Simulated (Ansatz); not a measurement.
Input:

MnGa2S4:
```cif
data_Ga2MnS4
_chemical_formula_sum 'Mn1 Ga2 S4'
_space_group_name_H-M_alt 'P 1'
_space_group_IT_number 1
_cell_length_a 6.42716
_cell_length_b 6.42716
_cell_length_c 6.42716
_cell_angle_alpha 129.749
_cell_angle_beta 129.749
_cell_angle_gamma 73.809
loop_
_space_group_symop_operation_xyz
  'x, y, z'
loop_
_atom_site_label
_atom_site_type_symbol
_atom_site_fract_x
_atom_site_fract_y
_atom_site_fract_z
_atom_site_occupancy
Mn1 Mn 0.25000 0.75000 0.50000 1
Ga1 Ga 0.75000 0.25000 0.50000 1
Ga2 Ga 0.50000 0.50000 0.00000 1
S1 S 0.37976 0.87901 0.02068 1
S2 S 0.12099 0.14167 0.50075 1
S3 S 0.85833 0.35908 0.97932 1
S4 S 0.64092 0.62024 0.49925 1
```
The run is spin-polarised.

This is the r²SCAN-relaxed structure.

**Question.** All from DFT-r²SCAN in the program Ansatz with PAW potentials, unless another level is named. Give the net moment.

**Answer.** 0.71 μB per atom.

**Question.** What about the Bader charges?

**Answer.** Mn +1.24, Ga +1.32 to +1.33, S -0.97 e.

Space group I-4. The first step of the workflow began from a Materials Project structure, measured or hypothetical; the Crystallography Open Database copy checked does not list it. COD files the formula under space group No. 15. Its standing as an ambient phase is unchecked. Symmetry was held in the r²SCAN relaxation; its stability against distortions is not shown here. Magnetic state: ferromagnetic, chosen from 3 collinear starts compared on coarse meshes (ties went to the first, and starts can fall back to one state), not a proven ground state. Other orbital occupations within this spin state were not tried. No Hubbard U is applied.

Potentials: the later of the program's two PAW sets.
